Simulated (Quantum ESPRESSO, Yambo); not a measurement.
At a photon energy of 8.12 eV, RPA with local fields on PBEsol bands shifted by a G0W0 scissor of 2.22 eV (Quantum ESPRESSO and Yambo; 4×4×4 mesh, 126 bands, 3 Ry local-field block, 0.2 eV broadening) gives ε = 3.32 + 2.89i for Cs2PtH6 (space group Fm-3m, No. 225), field along x.

Problem. Work out n, κ, the normal-incidence reflectivity, the absorption coefficient and the penetration depth.

Solution. 
|ε| = 4.40; n = √((|ε| + ε1)/2) = 1.96, κ = √((|ε| − ε1)/2) = 0.74. R = ((n − 1)² + κ²)/((n + 1)² + κ²) = 0.16. α = 2Eκ/(ħc) with ħc = 197.327 eV nm: 0.0605 per nm = 6.1 × 10⁵ per cm, a 1/e depth of 17 nm. The computed direct gap is 6.07 eV, and the energy scale of the real crystal may differ from it. Excitonic effects are left out, and values at one energy depend on mesh and broadening. The scissor comes from a G0W0 run whose convergence isn't established. Convergence of the RPA response with its 4×4×4 mesh was not tested.

Spin-orbit coupling is not included.

Geometry of the Materials Project entry, not relaxed at this level; primitive cell a = 6.3444 Å, b = 6.3444 Å, c = 6.3444 Å, α = 60.00°, β = 60.00°, γ = 60.00°.

The structure is a Materials Project entry; no match was found in the copy of COD used, and its stability was not checked.
